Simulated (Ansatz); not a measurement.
Here is the system:

SnPS3:
```cif
data_P2S6Sn2
_chemical_formula_sum 'Sn2 P2 S6'
_space_group_name_H-M_alt 'P 1'
_space_group_IT_number 1
_cell_length_a 7.29165
_cell_length_b 7.29165
_cell_length_c 7.29165
_cell_angle_alpha 52.592
_cell_angle_beta 52.592
_cell_angle_gamma 52.592
loop_
_space_group_symop_operation_xyz
  'x, y, z'
loop_
_atom_site_label
_atom_site_type_symbol
_atom_site_fract_x
_atom_site_fract_y
_atom_site_fract_z
_atom_site_occupancy
Sn1 Sn 0.80849 0.80849 0.80849 1
Sn2 Sn 0.19151 0.19151 0.19151 1
P1 P 0.55843 0.55843 0.55843 1
P2 P 0.44157 0.44157 0.44157 1
S1 S 0.25227 0.66886 0.84149 1
S2 S 0.74773 0.33114 0.15851 1
S3 S 0.66886 0.84149 0.25227 1
S4 S 0.33114 0.15851 0.74773 1
S5 S 0.84149 0.25227 0.66886 1
S6 S 0.15851 0.74773 0.33114 1
```

This is the LDA-relaxed structure.

Question: All from LDA (plane waves, PAW; program Ansatz), unless another level is named. Give the hole effective mass.

Answer: 0.29, 0.73, 1.5 mₑ (principal values).

Question: Give the weight of the valence-edge state by species (Voronoi cells).

Answer: S 73 %, Sn 17 %, P 11 %.

Question: Next, the conduction-band minimum?

Answer: at T.

Space group R-3. The workflow started from a Materials Project entry (that database holds measured and hypothetical structures alike); the Crystallography Open Database copy checked does not list it. COD files the formula under space group No. 7, 14, so this cell is another polymorph or a model. Its standing as an ambient phase is unchecked. Symmetry was held in the LDA relaxation; whether a distortion lowers the energy is not shown. A crystal of weakly bound layers computed without a dispersion correction: the cell and the soft elastic constants depend strongly on that. Spin–orbit coupling is left out wherever it is not named.

Potentials: the later of the program's two PAW sets.

Edges and masses are those of Kohn–Sham bands, whose gap is no quasiparticle gap.
